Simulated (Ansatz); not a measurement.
ScAg (CsCl type, Pm-3m), DFT-LDA in the program Ansatz with PAW potentials, all energies at zero smearing, with the estimated change up to a 700 eV cutoff added, with one set of potentials and settings (totals compare only within such a set). Cell of 2 atoms (1 Sc, 1 Ag): -9547.824 eV.

```csv
element,reference phase,E (eV/atom)
Sc,"P6_3/mmc, 2 atoms in the cell",-2089.0154
Ag,"P6_3/mmc, 4 atoms in the cell",-7458.1511
```

Formation energy per atom, worked out: (-9547.824 − 1×(-2089.0154) − 1×(-7458.1511))/2 = -0.329 eV/atom (-32 kJ per mol of atoms), at 0 K, without zero-point energy or fitted corrections.

The first step of the workflow began from a Materials Project structure, measured or hypothetical; the Crystallography Open Database files this formula in space group No. 221, but the cells were not matched. Its standing as an ambient phase is unchecked. The LDA relaxation kept the symmetry of its start; of distortions, only those at the zone centre were tested. No spin polarisation was allowed. The references are the lowest solids computed at this level, not always the standard phases.

Potentials: the later of the program's two PAW sets.
